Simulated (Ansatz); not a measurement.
## What DFT gives for BiO

```
Bi O
1.0
     4.04079    0.00000    0.00000
    -2.02040    3.49943    0.00000
     0.00000    0.00000    6.47484
Bi O
2 2
Direct
  0.33333 0.66667 0.00000
  0.66667 0.33333 0.50000
  0.33333 0.66667 0.34500
  0.66667 0.33333 0.84500
```

Method: r2SCAN, no spin polarisation; PAW, plane waves to 500 eV, 10×10×5 Γ-centred mesh, gaussian occupations (width 0.1613 eV) (Ansatz 0.2.0), atoms fixed.

(1) Is there a gap?

(2) What do density and ELF say about some of the short contacts?

(3) Give the Bader charges.

(4) Is the cell too large or too small?

Origin: a known structure type with other elements, at an estimated volume, so it need not be a known compound. Caveats: many states at the Fermi level without spin polarisation, so a magnetic state may lie lower; wide smearing.

## Answers

(1) It is a metal, with about 4.7 states/eV a cell as the mean within 0.25 eV of the Fermi level, mostly Bi p (65 %) and O p (25 %).

(2) Bi–O at 2.23 Å: least valence density 0.55 e/Å³ and ELF 0.25 there. Both are smooth PAW fields, read partly inside the augmentation spheres.

(3) Bader charges in e: Bi +1.21, O -1.21. In the mean Bi gives up most and O takes most.

(4) The pressure is -3.8 GPa (compression positive), so with the atoms held at these fractions the cell would first shrink. The principal stresses -4.8, -4.8, -1.7 GPa differ, so its shape would change too.
